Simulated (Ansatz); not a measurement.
GaCuSe$_{2}$ (chalcopyrite)

```
CELL_PARAMETERS angstrom
     -2.80414     2.80414     5.54875
      2.80414    -2.80414     5.54875
      2.80414     2.80414    -5.54875
ATOMIC_POSITIONS crystal
  Cu 0.75000 0.25000 0.50000
  Cu 0.00000 0.00000 0.00000
  Ga 0.25000 0.75000 0.50000
  Ga 0.50000 0.50000 0.00000
  Se 0.12134 0.12500 0.49634
  Se 0.62866 0.62500 0.50366
  Se 0.37500 0.87866 0.00366
  Se 0.87500 0.37134 0.99634
```

Equation-of-state scan: isotropic scaling of the cell above, V₀ being its volume. The atoms relax within the cell's symmetry.

All values below come from r2SCAN (plane waves to 500 eV, PAW, scalar-relativistic; Ansatz, a quantum-chemistry and plane-wave program). k mesh 8×8×8 (Γ-centred), Fermi-Dirac smearing 0.05 eV. Compression counts positive. GaCuSe2 is run without spin polarisation. GaCuSe2 was relaxed with its symmetry unable to fall.

At one point of the scan the stress tensor (GPa) is:

```
   -7.2      0.0      0.0
    0.0     -7.2      0.0
    0.0      0.0     -7.3
```

Task: Which point is it?
A) V/V₀ = 1.160
B) V/V₀ = 1.064
C) V/V₀ = 1.096
D) V/V₀ = 1.128

Result: A, V/V₀ = 1.160

(A scan under strain: stresses follow from slopes of the energy per volume, elastic moduli from its curvatures.)
